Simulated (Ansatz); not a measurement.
Bi2TeSe2:
```
Bi2TeSe2
1.0
    2.12090     1.22450     9.99518
   -2.12090     1.22450     9.99518
    0.00000    -2.44901     9.99518
Bi Te Se
2 1 2
Direct
  0.40409   0.40409   0.40409
  0.59591   0.59591   0.59591
  0.00000   0.00000   0.00000
  0.78732   0.78732   0.78732
  0.21268   0.21268   0.21268
```

Relaxed with r²SCAN+D4.

Task: Give the Bader charges and basin volumes of the independent atoms, r²SCAN+D4 (plane waves, PAW; program Ansatz).

Result: 

```json
[
 {"atom": "Bi1", "Bader charge (e)": "+1.01", "Bader volume (Å³)": "25.4"},
 {"atom": "Te3", "Bader charge (e)": "-0.70", "Bader volume (Å³)": "36.8"},
 {"atom": "Se4", "Bader charge (e)": "-0.66", "Bader volume (Å³)": "34.1"}
]
```

Space group R-3m. The workflow started from a Materials Project entry (that database holds measured and hypothetical structures alike); the Crystallography Open Database files this formula in space group No. 166, but the cells were not matched. Its standing as an ambient phase is unchecked. The r²SCAN+D4 relaxation kept the symmetry of its start; whether a distortion lowers the energy is not shown. Spin–orbit coupling is left out wherever it is not named.

Potentials: the later of the program's two PAW sets.
